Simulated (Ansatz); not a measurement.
A geometry of BaF₂ away from equilibrium: the start of the relaxation of a relaxed BaF2 cell with every coordinate shifted by Gaussian noise of σ = 0.3 Å. The numbers are results of PBEsol (plane waves to 420 eV, PAW, scalar-relativistic; Ansatz, a first-principles code), not measurements. Γ-centred k-mesh 7×7×7 on the run's cell (coarser than for final values), Fermi–Dirac smearing 0.05 eV.

```xyz
3
Lattice="0.0000 3.0690 3.0690 3.0690 0.0000 3.0690 3.0690 3.0690 0.0000" Properties=species:S:1:pos:R:3 pbc="T T T"
Ba    -0.3952     0.2918    -0.3377
F      1.2247     1.4862     1.7160
F      4.2184     5.0486     3.9006
```

### Question
Predict the force on each atom, in eV/Å.

### Answer
```csv
atom,Fx,Fy,Fz
Ba1,1.54,-1.20,0.90
F2,-2.25,1.96,-3.49
F3,0.70,-0.76,2.60
```

### Question
What is the pressure?

### Answer
+11.0 GPa, compression positive.

### Question
How far above the relaxed end point is this geometry?

### Answer
0.50 eV/atom; the path ends in Fm-3m (No. 225) (fluorite type).

No spin polarisation in the result.
